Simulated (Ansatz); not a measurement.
# CsH: moving Cs off its site

CsH, Fm-3m, a = 6.376 Å (as given, not relaxed at this level: 0.0 GPa). Ansatz: r2SCAN, PAW, 500 eV, Γ-centred 6×6×6 mesh on 2 atoms, Gaussian smearing 0.05 eV; no spin polarisation.

```
CELL_PARAMETERS angstrom
0.00000 3.18800 3.18800
3.18800 0.00000 3.18800
3.18800 3.18800 0.00000
ATOMIC_POSITIONS crystal
Cs 0.00000 0.00000 0.00000
H 0.50000 0.50000 0.50000
```

Atom 1 (Cs) moves by x along the unit vector (0.000, 1.000, 0.000), with its periodic images; all else is held. y is the free energy of the cell over the start, F the force along the path summed over the moved atoms. Symmetry makes y even in x.

```
 x (Å) y (meV) F (eV/Å)
-0.200        ?         ?
-0.100     3.03      0.06
 0.000     0.00      0.00
 0.025     0.19     -0.01
 0.050     0.75     -0.03
 0.075     1.70     -0.05
 0.125     4.76     -0.08
 0.150     6.91     -0.09
 0.175     9.50     -0.11
```

Fit y = c2 x² + c4 x⁴ to the energies of the other rows, give the force constant, and predict energy and force of the missing row.

Least squares on the rows shown. y = 299.3 x² + 355.4 x⁴. The force constant is 2 c2 = 0.599 eV/Å² (for all images moving together, not for a lone atom). With two atoms in a cubic cell this is the optical mode at Γ without the LO field: ω = 521.5 √(2 c2/μ) = 403 cm⁻¹ for μ = 1.00 u. The force −dy/dx at the missing row is 0.13 eV/Å (computed 0.13). At x = -0.200 the fit asked for gives 12.54 meV. The run gave 12.54 meV, the same to the digits shown.